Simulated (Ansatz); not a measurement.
BaZrO3:
```yaml
crystal:
  lattice:
    - [4.22721, 0.00000, 0.00000]
    - [0.00000, 4.22721, 0.00000]
    - [0.00000, 0.00000, 4.22721]
  atoms:
    - { symbol: Ba, position: [0.00000, 0.00000, 0.00000] }
    - { symbol: Zr, position: [0.50000, 0.50000, 0.50000] }
    - { symbol: O, position: [0.50000, 0.00000, 0.50000] }
    - { symbol: O, position: [0.00000, 0.50000, 0.50000] }
    - { symbol: O, position: [0.50000, 0.50000, 0.00000] }
```

Relaxed with PBE. Special points in fractions of this cell's reciprocal vectors: Γ (0.000, 0.000, 0.000); X (0.000, 0.500, 0.000); M (0.500, 0.500, 0.000); R (0.500, 0.500, 0.500).

Question: List the band energies nearest the valence-band maximum at these points for PBE in the plane-wave PAW code Ansatz.

Answer: In eV from the valence-band maximum; about four levels below and three above (degenerate sets whole), none deeper than 8.9 eV; points with the same levels are listed once.

```csv
k,below,above
Γ,-0.96 -0.96 -0.96 -0.22 -0.22 -0.22,3.18 3.18 3.18
X,-1.68 -1.68 -1.58 -0.46 -0.46,3.53 5.55 5.55
M,-0.91 -0.91 -0.83 -0.05,5.55 5.55 6.36
R,-2.48 -2.48 -2.48 0.00 0.00 0.00,5.97 5.97 5.97
```

Space group Pm-3m (cubic perovskite). The PBE relaxation kept the symmetry of its start. The run is not spin-polarised. Spin–orbit coupling is left out wherever it is not named.

Potentials: the later of the program's two PAW sets.
